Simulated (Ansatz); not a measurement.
Input and command of a plane-wave DFT calculation in Ansatz:

```yaml
crystal:
  lattice:
    - [0.0, -1.9151152069, -1.9151152069]
    - [0.0, 1.9151152069, -1.9151152069]
    - [3.8302304138, 0.0, 0.0]
  atoms:
    - { symbol: Ir, position: [0.497278303, 0.5028332228, 0.501474435] }
    - { symbol: Ir, position: [0.002721697, -0.0028332228, -0.001474435] }
basis:
  ecutwfc: 420
kpoints:
  mp_grid: { grid: [12, 12, 10] }
hamiltonian:
  xc: pbesol
scf:
  occupations: { method: gaussian, width: 0.15 }
output:
  forces: true
  stress: true
  eigenvalues: true
```

```bash
ansatz run input.yaml --threads 2 --pin off --max-ram 5120MiB --backend cpu --events-out ev --progress --plain --runs-dir out
```

Processor: Intel(R) Xeon(R) Platinum 8488C (Sapphire Rapids), 2 threads, on a host shared with other jobs.

How long does it run, and how much memory does it take?

About 11 s on 2 threads of Intel(R) Xeon(R) Platinum 8488C (Sapphire Rapids), on a shared host, peak memory 0.62 GiB. It solves 21 bands at 724 k points (the mesh reduced by symmetry) with about 537 plane waves, in 6 SCF iterations.
